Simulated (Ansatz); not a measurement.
A: EuO (rock salt), a = 4.966 Å, b = 4.966 Å, c = 4.966 Å, α = 90.00°, β = 90.00°, γ = 90.00°
B: Mg₂FeH₆ (space group Fm-3m), a = 6.344 Å, b = 6.344 Å, c = 6.344 Å, α = 90.00°, β = 90.00°, γ = 90.00°
C: CdSe (zinc blende), a = b = c = 6.0818 Å, α = β = γ = 90.00°

Scan: energy against volume (even scaling of the relaxed cell, symmetry kept). One method and one kind of scan serve all of them; meshes and ranges differ. All were relaxed with their symmetry unable to fall. EuO is run spin-polarised and with no Hubbard U. Mg2FeH6 is run without spin polarisation. Relaxed EuO ends ferromagnetic. The relaxed volume of EuO is well below the measured one. Other magnetic orders were not checked, so this need not be the ground state. (This holds for the magnetic or f-shell members.) The filling of the f shell was not checked against other fillings, so treat energies with care. (This holds for the magnetic or f-shell members.)

Q: Put the candidates in order of bulk modulus (fitted), lowest first, for PBEsol (plane waves to 420 eV, PAW, scalar-relativistic; Ansatz, a program for electronic structure).

A: C (52.0 GPa), B (83.4 GPa), A (112 GPa)

(Under strain, the slope of the energy per volume gives the stress and its curvature an elastic modulus.)
